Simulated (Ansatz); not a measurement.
**Si₃N₄: do the settings matter for the field gradients?**

Cell: an entry of the Crystallography Open Database (COD), atoms as given.

```cif
data_Si3N4
_symmetry_space_group_name_H-M 'P6_3/m'
_symmetry_Int_Tables_number 176
_cell_length_a 7.6093
_cell_length_b 7.6093
_cell_length_c 2.9079
_cell_angle_alpha 90.000
_cell_angle_beta 90.000
_cell_angle_gamma 120.000
loop_
_atom_site_label
_atom_site_type_symbol
_atom_site_symmetry_multiplicity
_atom_site_Wyckoff_symbol
_atom_site_fract_x
_atom_site_fract_y
_atom_site_fract_z
Si Si 6 h 0.1742 0.7678 0.2500
N7 N 2 c 0.3333 0.6667 0.2500
N9 N 6 h 0.3290 0.0390 0.2500
```

One atom of each set is listed.

Reference run. Level of theory: DFT, PBE, plane waves and PAW, scalar-relativistic, 420 eV cutoff, Γ-centred 4×4×10 k-points, Fermi–Dirac smearing 0.02 eV (Ansatz 0.2.0).

(1) The input is changed as follows: `total_charge`: not typed → 10; `scf.max_iter`: not typed → 75. What happens to V_zz (10²¹ V/m²) and η?

## Answers

(1) 

| site | V_zz reference | η reference | V_zz changed | η changed |
| --- | --- | --- | --- | --- |
| Si | 2.78 | 0.51 | 2.64 | 0.80 |
| N7 | -5.31 | 0.00 | 11.88 | 0.00 |
| N9 | -4.82 | 0.04 | 16.50 | 0.08 |

The largest change of V_zz is on N9, from -4.82 to 16.50. In per cent, |V_zz| changes by -5 on Si (all sites that start above 2, bar those whose gradient vanishes or changes sign or whose main axis turns by over 40°). Where |V_zz| stays above 0.1, η moves most on Si, from 0.51 to 0.80. V_zz changes sign on N7 (same axis), N9 (same axis). The changed cell holds a charge of +10 on a uniform background, so it isn't the neutral crystal. The gap no longer holds the Fermi energy in the changed run, so its gradients also hang on the k-mesh and the smearing. SCF iterations: 7 and 10. The changed input holds a charge that the system can't hold, so its numbers aren't properties of the crystal.

On the reference run: At this cell the PBE pressure is 6 GPa (principal stresses up to 12 GPa in size), so with PBE the cell would grow if it were relaxed. The entry's cell may itself be off. The largest force is 1.8 eV/Å, so the atoms aren't at the calculated equilibrium and relaxing them would move these values.
